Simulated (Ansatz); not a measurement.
A geometry of HfO2 away from equilibrium: step 2 of the relaxation of a relaxed HfO2 cell stretched uniformly to 150 % of its volume. Method: PBEsol (plane waves to 420 eV, PAW, scalar-relativistic; Ansatz, a quantum-chemistry and plane-wave program). Γ-centred k-mesh 6×6×4 on the run's cell (coarser than for final values), Fermi–Dirac smearing 0.05 eV. The plane waves were selected for a different cell earlier on the path.

```
CELL_PARAMETERS angstrom
      3.88473     0.00000     0.00000
      0.00000     3.88473     0.00000
      0.00000     0.00000     5.65695
ATOMIC_POSITIONS crystal
  Hf 0.00000 0.00000 0.00000
  Hf 0.50000 0.50000 0.50000
  O  0.00000 0.50000 0.19441
  O  0.00000 0.50000 0.69441
  O  0.50000 0.00000 0.30559
  O  0.50000 0.00000 0.80559
```

Task: Give the Cartesian forces on all atoms (eV/Å).

Result: 
```tsv
atom	Fx	Fy	Fz
Hf1	0.00	0.00	0.00
Hf2	0.00	0.00	0.00
O3	0.00	0.00	-0.95
O4	0.00	0.00	-0.95
O5	0.00	0.00	0.95
O6	0.00	0.00	0.95
```

The path ends in P4₂/nmc (No. 137). No spin polarisation in the result.

The run could not lose the symmetry of its start.
